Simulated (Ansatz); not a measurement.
The relaxed structure here is a generated cell of ZnO: the first start was made by a random draw of sites in a space group, and the end was not matched to a known phase here, so it may be hypothetical. Known forms of ZnO include space group No. 186.

The end point of a relaxation of ZnO. Space group P4₂/mmc (No. 131). These are r2SCAN (plane waves to 500 eV, PAW, scalar-relativistic; Ansatz, an electronic-structure program) values and carry that method's errors.

Space group P4₂/mmc (No. 131); a = 2.9728 Å, b = 2.9728 Å, c = 5.2825 Å, α = 90.00°, β = 90.00°, γ = 90.00°

| atom | site | symmetry | x | y | z |
|---|---|---|---|---|---|
| O | 2d | mmm. | 0.5000 | 0.0000 | 0.0000 |
| Zn | 2e | -4m2 | 0.0000 | 0.0000 | 0.2500 |

```yaml
volume_per_atom: 11.67 Å³
band_gap: 0.67 eV, direct at Γ (no spin-orbit coupling)
shortest_distances: O–Zn 1.99 Å; Zn–Zn 2.64 Å; O–O 2.97 Å
k-mesh: 11×11×6
```

Band energies at high-symmetry points (eV from the VBM; labels of this space group; no spin-orbit coupling), from −5 eV up to 3.2 eV:

| point | energies |
|---|---|
| Γ | -4.95 -4.93 -4.93 -4.06 -1.85 -1.85 -0.96 0.00 0.00 0.67 |
| X | -4.92 -4.69 -4.67 -2.71 -2.57 -2.55 -0.85 -0.36 |
| M | -4.86 -4.60 -3.78 -3.66 -2.25 -2.25 -1.99 -1.73 |
| Z | -4.98 -4.98 -3.07 -3.07 -0.89 -0.89 -0.80 -0.80 |
| R | -4.82 -4.80 -4.70 -4.58 -1.64 -0.96 -0.72 -0.35 |
| A | -4.91 -4.91 -4.66 -4.66 -3.59 -3.59 -2.73 -2.73 -1.84 -1.84 |

No spin polarisation in the result.

The run could not lose the symmetry of its start, so the end can be a saddle point.
